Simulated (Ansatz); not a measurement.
Total density of states per atom from plane-wave PAW r²SCAN+D4 (Ansatz code), in 0.25 eV bins, energy from the valence-band maximum:

```
E (eV) | states/eV/atom
    -7.85 |  0.00
    -7.60 |  0.00
    -7.35 |  0.00
    -7.10 |  0.00
    -6.85 | ## 0.11
    -6.60 | ######### 0.44
    -6.35 | ################### 0.98
    -6.10 | ################### 0.97
    -5.85 | ################## 0.94
    -5.60 | ######### 0.47
    -5.35 | ###### 0.29
    -5.10 | ########## 0.53
    -4.85 | #################### 1.00
    -4.60 | ####################### 1.17
    -4.35 | ############ 0.63
    -4.10 | ######################## 1.21
    -3.85 | #################### 1.01
    -3.60 | ############# 0.64
    -3.35 | ########## 0.53
    -3.10 | ########## 0.53
    -2.85 | ####################### 1.18
    -2.60 | ###################### 1.14
    -2.35 | ############### 0.76
    -2.10 | ################# 0.84
    -1.85 | ######## 0.42
    -1.60 | ################# 0.87
    -1.35 | ################### 0.98
    -1.10 | ########### 0.58
    -0.85 | ###### 0.29
    -0.60 | ## 0.09
    -0.35 | # 0.05
    -0.10 |  0.02
     0.15 |  0.00
     0.40 |  0.00
     0.65 |  0.00
     0.90 |  0.00
     1.15 | #### 0.19
     1.40 | ############# 0.67
     1.65 | ########################## 1.35
     1.90 | ###################### 1.13
     2.15 | ############################## 1.53
     2.40 | ######################## 1.21
     2.65 | ############# 0.67
     2.90 | ############### 0.76
     3.15 | ############ 0.60
     3.40 | ########## 0.48
     3.65 | ############ 0.61
     3.90 | ############# 0.67
     4.15 | ######### 0.44
     4.40 | ###### 0.29
     4.65 | # 0.07
     4.90 |  0.00
     5.15 |  0.00
     5.40 |  0.00
     5.65 |  0.00
     5.90 | # 0.06
```

Question: Which of these materials gives this?
A. Tc, hcp (Mg type)
B. MoS2, P6_3/mmc (Mo on 2c, S on 4f)
C. Y, hcp (Mg type)
D. Lu, hcp (Mg type)

Answer: B, MoS2, P6_3/mmc (Mo on 2c, S on 4f). Top 1 eV of the valence band: Mo 4d 65 %, S 3p 31 %. Bottom 1 eV of the conduction band: Mo 4d 65 %, S 3p 30 %. Projections are on Löwdin-orthogonalised atomic valence shells; empty p or d shells of many metals are not among them.

The r²SCAN+D4 relaxation kept the symmetry of its start; phonons on a q-mesh show no instability. The run is not spin-polarised. Spin–orbit coupling is left out wherever it is not named.

Potentials: the later of the program's two PAW sets.
